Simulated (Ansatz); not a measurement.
Relaxed-ion elastic tensor of HgS in space group P3_221 (No. 154; Hg on 3a, S on 3b) in GPa (Voigt order), the program Ansatz at the PBE+D3(BJ) level (PAW); density 8.13 g/cm³, 23.76 Å³ per atom.

```tsv
	1	2	3	4	5	6
1	37.9	8.4	15.6	-8.8	0.0	0.0
2	8.4	37.9	15.6	8.8	0.0	0.0
3	15.6	15.6	49.1	0.0	0.0	0.0
4	-8.8	8.8	0.0	18.5	0.0	0.0
5	0.0	0.0	0.0	0.0	18.5	-8.8
6	0.0	0.0	0.0	0.0	-8.8	14.7
```

### Question
Is the crystal mechanically stable?

### Answer
Yes: the smallest eigenvalue of C is 7.7 GPa.

### Question
Work out the Voigt, Reuss and Hill averages.

### Answer
K_V = 22.7, K_R = 21.7, K_H = 22.2; G_V = 16.1, G_R = 12.1, G_H = 14.1 GPa.

### Question
Give Young's modulus, Poisson's ratio, Pugh's ratio and the universal anisotropy index.

### Answer
E = 9KG/(3K + G) = 34.8 GPa; ν = 0.24; K/G = 1.58 (brittle by the Pugh limit of 1.75); A_U = 5G_V/G_R + K_V/K_R − 6 = 1.70.

### Question
Estimate the sound speeds and the Debye temperature.

### Answer
v_l = √((K + 4G/3)/ρ) = 2240 m/s, v_t = √(G/ρ) = 1310 m/s, mean 1460 m/s; Θ = (h/k)(3n/4πV)^(1/3) v_m = 151 K.

### Question
Solve the Christoffel equation for the three sound speeds along x, y, z.

### Answer
Eigenvalues of C_ijkl n_j n_l equal ρv² (piezoelectric stiffening left out). In km/s, slowest first: x 0.97, 1.77, 2.16; y 1.35, 1.37, 2.25; z 1.51, 1.51, 2.46.

### Question
How much does each axis shrink under pressure?

### Answer
Linear compressibilities β_i = Σ_j S_ij (j = 1 to 3): x 19, y 19, z 8.5 per TPa.

The cell was relaxed with PBE+D3(BJ) under the symmetry of its start; of distortions, only those at the zone centre were tested. Scalar-relativistic: spin–orbit coupling is off unless named, which matters more the heavier the elements.

Potentials: the later of the program's two PAW sets.
